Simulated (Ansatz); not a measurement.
## LaBr$_{3}$, a known structure type with other elements, at an estimated volume

```xyz
8
Lattice="4.0593 7.0310 0.0000 -4.0593 7.0310 0.0000 0.0000 0.0000 4.4936" Properties=species:S:1:pos:R:3 pbc="T T T"
La   -0.0004    4.6876    1.1234
La   -0.0004    9.3744    3.3702
Br   -2.2002    9.0840    1.1234
Br   -0.8484    2.6366    3.3702
Br    1.3518    7.6146    1.1234
Br    2.2002    4.9779    3.3702
Br    0.8484   11.4254    1.1234
Br   -1.3518    6.4474    3.3702
```

Method: r2SCAN, no spin polarisation; PAW, plane waves to 500 eV, 4×4×6 Γ-centred mesh, fermi-dirac occupations (width 0.1 eV) (Ansatz 0.2.0), atoms fixed.

Question: Metal or insulator? Give the gap.

Answer: The gap is 3.39 eV, indirect (the least direct gap found is 3.40 eV).

Question: Describe some of the short contacts.

Answer: La–Br at 3.16 Å: least valence density 0.18 e/Å³ and ELF 0.15 there. Br–Br at 3.57 Å: least valence density 0.07 e/Å³ and ELF 0.05 there, a closed-shell (ionic or weak) contact. These are pseudo-fields; inside the PAW spheres they differ from the all-electron ones.

Question: What is the formation energy?

Answer: -2.29 eV an atom against the elements' usual phases (free molecules for gases, crystals otherwise, with no correction for O₂ or N₂), so it is bound against them; other compounds may still compete. Relaxing would lower it.

Question: Give the Bader charges.

Answer: Bader charges in e: La +2.05, Br -0.68. In the mean La gives up most and Br takes most.

Question: Where is the largest force?

Answer: The largest is on Br8 (and as large on other atoms): 0.47 eV/Å, components (0.43, -0.17, 0.00). It makes 53° with the line to a nearest neighbour, La1 at 3.16 Å.

Question: Is the cell too large or too small?

Answer: The pressure is -1.6 GPa (compression positive), so with the atoms held at these fractions the cell would first shrink.

Origin: a known structure type with other elements, at an estimated volume, so it need not be a known compound. Caveats: f levels without a U or exact exchange are poorly placed.
